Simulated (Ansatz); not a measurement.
# How much do the gradients of La₅Tl₃ depend on the method?

Cell: a computed structure from the Materials Project (it need not be an observed phase), taken as it stands.

```cif
data_La5Tl3
_symmetry_space_group_name_H-M 'I4/mcm'
_symmetry_Int_Tables_number 140
_cell_length_a 12.8771
_cell_length_b 12.8771
_cell_length_c 6.3929
_cell_angle_alpha 90.000
_cell_angle_beta 90.000
_cell_angle_gamma 90.000
loop_
_atom_site_label
_atom_site_type_symbol
_atom_site_symmetry_multiplicity
_atom_site_Wyckoff_symbol
_atom_site_fract_x
_atom_site_fract_y
_atom_site_fract_z
La1 La 16 k 0.2212 0.0826 0.5000
La9 La 4 b 0.0000 0.5000 0.7500
Tl11 Tl 8 h 0.6634 0.1634 0.5000
Tl15 Tl 4 a 0.0000 0.0000 0.2500
```

One atom of each set is listed; the run and its k-mesh use a cell of 16 atoms with edges of 9.65, 9.65, 9.65 Å.

First run. The numbers come from a DFT calculation in Ansatz (PBE, plane waves and PAW, scalar-relativistic, 420 eV cutoff, Γ-centred 5×5×5 k-points, Fermi–Dirac smearing 0.05 eV).

```
site  V_zz (10²¹ V/m²)     η
 La1             -8.89  0.52
 La9              24.5  0.00
Tl11              4.92  0.44
Tl15              32.8  0.00
```

Second run. The same atoms and settings, except that the functional is r2SCAN, the cutoff is 500 eV and the mesh is 6×6×6.

Problem. What does the second run give?

Solution. 

```json
{"site": "La1", "V_zz": "-9.34", "η": "0.54", "change of V_zz": "-0.45"}
{"site": "La9", "V_zz": "27.9", "η": "0.00", "change of V_zz": "+3.43"}
{"site": "Tl11", "V_zz": "-4.42", "η": "0.88", "change of V_zz": "–"}
{"site": "Tl15", "V_zz": "37.5", "η": "0.00", "change of V_zz": "+4.71"}
```

The largest change of V_zz along a kept axis is on Tl15, from 32.8 to 37.5. In per cent, |V_zz| changes by +5 to +14 on La, +14 on Tl (all sites that start above 2, bar those whose gradient vanishes or changes sign or whose main axis turns by over 40°). On Tl11 the largest principal value lies along another axis in the second run, so the two V_zz can't be compared directly.

Spin–orbit coupling is left out, which shifts gradients on Tl by a few per cent in wide-gap crystals, and can shift them far more where the calculated gap is small or absent, as here.
